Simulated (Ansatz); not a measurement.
## Li₂Ga: do energies and stresses tell the same story?

The calculation used Ansatz 0.2.0, DFT r2SCAN, scalar-relativistic, plane waves, PAW.

Settings: cutoff 500 eV, Γ-centred mesh 10×10×8 on the computed 6-atom cell, Gaussian smearing of 0.10 eV; no spin polarisation.

Relaxed cell: Cmcm, a = 4.501 Å, b = 9.432 Å, c = 4.314 Å, α = 90.00°, β = 90.00°, γ = 90.00°, 6 atoms in the primitive cell. Whether it is the stable form of this composition wasn't checked.

Energies at zero smearing and pressures from the stress tensor, at volumes with shape and atoms relaxed:
```csv
V (Å³/atom),E − E(first) (meV/atom),P (GPa)
14.344,0.00,2.41
14.802,-4.98,1.10
15.260,-6.49,-0.02
15.717,-5.04,-0.98
16.175,-1.05,-1.80
```

Problem. Check P = −dE/dV between neighbouring volumes, and get the bulk modulus from the pressures alone.

Solution. With 1 eV/Å³ = 160.2 GPa:
```json
{"middle V (Å³/atom)": "14.573", "−ΔE/ΔV (GPa)": "1.742", "mean P (GPa)": "1.757"}
{"middle V (Å³/atom)": "15.031", "−ΔE/ΔV (GPa)": "0.530", "mean P (GPa)": "0.542"}
{"middle V (Å³/atom)": "15.488", "−ΔE/ΔV (GPa)": "-0.508", "mean P (GPa)": "-0.497"}
{"middle V (Å³/atom)": "15.946", "−ΔE/ΔV (GPa)": "-1.397", "mean P (GPa)": "-1.387"}
```

The two differ by 0.01 GPa at most. The mean of two end pressures misses the average over a step by about ΔV² P″/12, up to 0.02 GPa here; with that taken off 0.00 GPa remains. Around V = 15.260 Å³/atom, the two neighbours give B = −V ΔP/ΔV = 15.260 × 2.08 / 0.916 = 34.7 GPa, against B0 = 34.6 GPa from the Birch–Murnaghan fit of the energies.

Cost: 6 runs of about 19 core-minutes in all, on Arm Neoverse V1 (shared hosts).